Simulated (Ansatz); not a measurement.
Data:

AgW:
```yaml
crystal:
  lattice:
    - [4.60088, 0.00000, 0.00000]
    - [0.00000, 2.71687, 0.00000]
    - [0.00000, 0.00000, 5.22564]
  atoms:
    - { symbol: W, position: [0.25000, 0.00000, 0.86981] }
    - { symbol: W, position: [0.75000, 0.00000, 0.13019] }
    - { symbol: Ag, position: [0.25000, 0.50000, 0.36401] }
    - { symbol: Ag, position: [0.75000, 0.50000, 0.63599] }
```

This is the r²SCAN-relaxed structure.

All from plane-wave PAW r²SCAN (Ansatz code), unless another level is named. Estimate the density of states at the Fermi level.

0.75 states/eV per atom (mean over ±0.08 eV).

Predict the formation energy from the elements (no fitted shifts).

70 kJ/mol-atom.

Space group Pmma. The start of the workflow was typed in or built on a structure type; neither database checked (COD, Materials Project) lists it. Whether it is the stable phase at ambient conditions was not checked. The cell was relaxed with r²SCAN under the symmetry of its start; its stability against distortions is not shown here. No spin polarisation was allowed. Its formation energy is positive at this level, so the cell may be metastable or incomplete. The references are the lowest solids computed at this level, not always the standard phases. Scalar-relativistic: spin–orbit coupling is off unless named, which matters more the heavier the elements.

Potentials: the earlier of the program's two PAW sets.
